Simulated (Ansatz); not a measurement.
Consider a crystal of Ge3Se4 in space group Pm-3m (No. 221), with Ge on 3c; Se on 3d and 1a.

Level of theory: DFT PBE, scalar-relativistic, plane waves, PAW (Ansatz). Cutoff 420 eV, Γ-centred mesh, Gaussian smearing, no spin polarisation.

Formation energies are uncorrected and refer to the elements' standard structures at the same level.

Q: Which cell and coordinates does it relax to?

A:

Space group Pm-3m (No. 221). a = 5.607 Å, b = 5.607 Å, c = 5.607 Å, α = 90.00°, β = 90.00°, γ = 90.00°
| atom | site | symmetry | x | y | z |
| --- | --- | --- | --- | --- | --- |
| Ge | 3c | 4/mm.m | 0.0000 | 0.5000 | 0.5000 |
| Se | 3d | 4/mm.m | 0.5000 | 0.0000 | 0.0000 |
| Se | 1a | m-3m | 0.0000 | 0.0000 | 0.0000 |

Ge is surrounded by 4 Se at 2.80 Å; Se on a site of symmetry 4/mmm is surrounded by 2 Se at 2.80 Å and 4 Ge at 2.80 Å; Se on a site of symmetry m-3m is surrounded by 6 Se at 2.80 Å.

Q: Where does its energy lie, and is it a metal?

A: The energy over the elements is +0.20 eV/atom and the gap on the 8×8×8 mesh of the 7-atom cell is 0 eV (a metal). A positive value: parting into the elements would lower its energy.

The last run used Gaussian smearing of 0.10 eV. The reference form of Se is held partly by dispersion forces, which this level lacks. A structure relaxed within its symmetry needn't be a true minimum.
